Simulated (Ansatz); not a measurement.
The relaxed structure here is a generated cell of Cr2N: the first start was made by placing the elements on the sites of a structure type, and the end was not matched to a known phase here, so it may be hypothetical.

One starting cell of Cr₂N (a generated trial cell of Cr2N in the AFLOW prototype AB2_oI6_71_a_g (as in MoPt2)) was relaxed twice with Ansatz (plane waves, PAW, scalar-relativistic): with PBEsol at 420 eV and with PBE at 420 eV. The PBEsol result:

```
CELL_PARAMETERS angstrom
     -1.23830     1.23830     4.31721
      1.23830    -1.23830     4.31721
      1.23830     1.23830    -4.31721
ATOMIC_POSITIONS crystal
  N  0.00000 0.00000 0.00000
  Cr 0.63542 0.63542 0.00000
  Cr 0.36458 0.36458 0.00000
```

```json
[
 {"quantity": "space group", "PBEsol": "I4/mmm", "PBE": "I4/mmm"},
 {"quantity": "volume (Å³/atom)", "PBEsol": "8.83", "PBE": "9.15"},
 {"quantity": "a (Å)", "PBEsol": "2.477", "PBE": "2.505"},
 {"quantity": "c (Å)", "PBEsol": "8.634", "PBE": "8.745"},
 {"quantity": "gap (eV, no spin-orbit coupling)", "PBEsol": "0.00", "PBE": "0.00"}
]
```

Both levels end in the same structure; PBE's volume is 3.6 % larger. Neither column is exact.

No spin polarisation in the result. The relaxed primitive cell holds an odd number of electrons. A magnetic state may lie lower.

The run could not lose the symmetry of its start, so the end can be a saddle point.

Ansatz is a first-principles code.
